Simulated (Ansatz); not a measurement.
Starting cell, LaOF (space group R-3m):

```
LaOF
1.0
    1.98840     1.14800     6.60909
   -1.98840     1.14800     6.60909
    0.00000    -2.29601     6.60909
La O F
2 2 2
Cartesian
  0.00000   0.00000  14.71860
  0.00000   0.00000   5.10867
  0.00000   0.00000  12.34772
  0.00000   0.00000   7.47955
  0.00000   0.00000  17.26408
  0.00000   0.00000   2.56319
```

The atoms are displaced by Q × the pattern below (from a DFPT mode at Γ, largest move 1; Q in Å), at fixed cell. It is one choice among 2 degenerate patterns.

```tsv
atom	x	y	z
La1	0.000	0.167	0.000
La2	0.000	0.167	0.000
O3	0.000	-0.263	0.000
O4	0.000	-0.263	0.000
F5	0.000	-1.000	0.000
F6	0.000	-1.000	0.000
```

These are LDA (plane waves to 420 eV, PAW, scalar-relativistic; Ansatz, a first-principles code) values and carry that method's errors. k mesh 10×10×10 (Γ-centred), Fermi-Dirac smearing 0.05 eV. The energy includes the smearing's −TS. LaOF is run without spin polarisation. LaOF was relaxed with its symmetry unable to fall. ΔE is measured from the undisplaced structure.

**Question.** Predict the ΔE (eV/cell) at Q (Å) = -0.180, -0.120, -0.030, 0.090, 0.120, 0.180.

**Answer.** 
```
Q (Å)   ΔE (eV/cell)
------  ------------
-0.180        0.1494
-0.120        0.0653
-0.030        0.0040
0.090         0.0366
0.120         0.0653
0.180         0.1494
```

(A displaced cell: forces are minus the slopes of the energy, force constants its curvatures, and phonons follow from these.)
